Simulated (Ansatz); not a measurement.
Input:

PbAu₂:
```
PbAu2
1.0
    0.00000     3.93918     3.93918
    3.93918     0.00000     3.93918
    3.93918     3.93918     0.00000
Pb Au
2 4
Direct
  0.25000   0.25000   0.25000
  0.00000   0.00000   0.00000
  0.62500   0.62500   0.12500
  0.62500   0.12500   0.62500
  0.62500   0.62500   0.62500
  0.12500   0.62500   0.62500
```

This is the LDA-relaxed structure.

Task: All from plane-wave PAW LDA (Ansatz code), unless another level is named. Estimate the highest zone-centre frequency.

Result: 194 cm⁻¹.

Task: Predict the Hill bulk and shear moduli.

Result: 118 and 24.7 GPa.

Space group Fd-3m (cubic Laves (MgCu2 type)). The workflow started from a Materials Project entry (that database holds measured and hypothetical structures alike); the Crystallography Open Database files this formula in space group No. 227, but the cells were not matched. Whether it is the stable phase at ambient conditions was not checked. Symmetry was held in the LDA relaxation; of distortions, only those at the zone centre were tested, and some modes there are weakly imaginary. As this level gives no gap, shear constants depend on the k-mesh and smearing (Fermi–Dirac, 0.1 eV here). As this level gives no gap, phonon frequencies hold no LO–TO term and depend on the k-mesh and smearing (Fermi–Dirac, 0.1 eV here). Spin–orbit coupling is left out wherever it is not named.

Potentials: the earlier of the program's two PAW sets.
